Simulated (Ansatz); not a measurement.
A distorted cell of TiSi$_{2}$ (C49 type, space group Cmcm):

```
CELL_PARAMETERS angstrom
      1.75394    -6.70885     0.00000
      1.75394     6.70885     0.00000
      0.00000     0.00000     3.54123
ATOMIC_POSITIONS crystal
  Si 0.94023 0.05977 0.75000
  Si 0.05977 0.94023 0.25000
  Si 0.25034 0.74966 0.75000
  Si 0.74966 0.25034 0.25000
  Ti 0.60277 0.39723 0.75000
  Ti 0.39723 0.60277 0.25000
```

Computed with PBE (plane waves to 420 eV, PAW, scalar-relativistic; Ansatz, a first-principles code). k mesh 14×14×14 (Γ-centred), Fermi-Dirac smearing 0.05 eV. The energy includes the smearing's −TS. Stress and pressure are positive under compression. This is one of several known forms of TiSi2; the measured ambient cells at hand have space group No. 70. TiSi2 is run without spin polarisation. TiSi2 was relaxed with its symmetry unable to fall.

**Question.** Give the stress tensor in GPa and the pressure.

**Answer.** 
```
    5.0      0.0      0.0
    0.0      3.6      0.0
    0.0      0.0      5.4
```
The pressure, a third of the trace, is 4.6 GPa.

**Question.** It is the relaxed cell scaled evenly to V/V₀ = 0.968, atoms relaxed where free. What is its energy relative to the relaxed cell?

**Answer.** 6 meV/atom.

(A scan under strain: stresses follow from slopes of the energy per volume, elastic moduli from its curvatures.)
